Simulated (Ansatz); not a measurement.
Space group I4/mmm (No. 139). a = 4.228 Å, b = 4.228 Å, c = 14.617 Å, α = 90.00°, β = 90.00°, γ = 90.00°
```csv
atom,site,symmetry,x,y,z
Sr,4e,4mm,0.0000,0.0000,0.3587
Mg,2a,4/mmm,0.0000,0.0000,0.0000
```

Equation of state of this Sr₂Mg structure (not necessarily the ground state), with shape and atoms relaxed at each volume where symmetry leaves them free. It has no gap at any of these volumes. The calculation used DFT r2SCAN, scalar-relativistic, plane waves, PAW in Ansatz.

Cutoff 500 eV; k points 14×14×14 on the computed 3-atom cell (Γ-centred); Gaussian smearing, width 0.10 eV; no spin polarisation.

| V (Å³/atom) | E − E(largest V) (meV/atom) | P (GPa) |
| --- | --- | --- |
| 40.934 | 0.66 | 1.10 |
| 42.240 | -5.77 | 0.51 |
| 43.547 | -7.66 | -0.01 |
| 44.853 | -5.57 | -0.47 |
| 46.160 | 0.00 | -0.88 |

Task: Fit a third-order Birch–Murnaghan equation to E(V).

Result: V0 = 43.48 Å³/atom, B0 = 16 GPa, B0' = 3.5.

Cost: 5 runs of about 9.2 core-minutes in all, on Intel Xeon 6975P-C (Granite Rapids) (shared hosts).